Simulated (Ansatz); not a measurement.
Cell and atoms are relaxed with the symmetry kept. Start:

```
Hf V
1.0
     0.00000    3.61033    3.61033
     3.61033    0.00000    3.61033
     3.61033    3.61033    0.00000
Hf V
2 4
Direct
  0.00000 0.00000 0.00000
  0.25000 0.25000 0.25000
  0.62500 0.62500 0.62500
  0.12500 0.62500 0.62500
  0.62500 0.62500 0.12500
  0.62500 0.12500 0.62500
```

These are results of Ansatz 0.2.0, DFT PBEsol, scalar-relativistic, plane waves, PAW, not measurements.

Settings: cutoff 420 eV, Γ-centred mesh 8×8×8 on the computed 6-atom cell, Gaussian smearing of 0.10 eV; no spin polarisation.

Task: What does it relax to?

Result: The volume goes down by 0.02 Å³/atom to 15.67 Å³/atom, and the energy changes by under 0.1 meV/atom. Final structure:
```cif
data_structure
_symmetry_space_group_name_H-M 'Fd-3m:1'
_symmetry_Int_Tables_number 227
_cell_length_a 7.2179
_cell_length_b 7.2179
_cell_length_c 7.2179
_cell_angle_alpha 90.000
_cell_angle_beta 90.000
_cell_angle_gamma 90.000
_cell_volume 376.03
loop_
_atom_site_label
_atom_site_type_symbol
_atom_site_symmetry_multiplicity
_atom_site_Wyckoff_symbol
_atom_site_fract_x
_atom_site_fract_y
_atom_site_fract_z
_atom_site_occupancy
Hf1 Hf 8 b 0.00000 0.00000 0.50000 1
V1 V 16 c 0.12500 0.12500 0.12500 1
```

Course of the relaxation (steps run on the plane waves of an earlier cell, and the basis is chosen afresh near the end, so energy and pressure can step there; trial steps that raised the energy were taken back; energies are free energies):

```csv
step,P (GPa),V (Å³/atom)
1,-0.18,15.69
2,0.09,15.66
3,0.00,15.67
4,0.00,15.67
```

Spin–orbit coupling is left out, which can shift energies with elements as heavy as these.

Cost: 1 run of about 0.86 core-minutes, on Arm Neoverse V1 (shared hosts).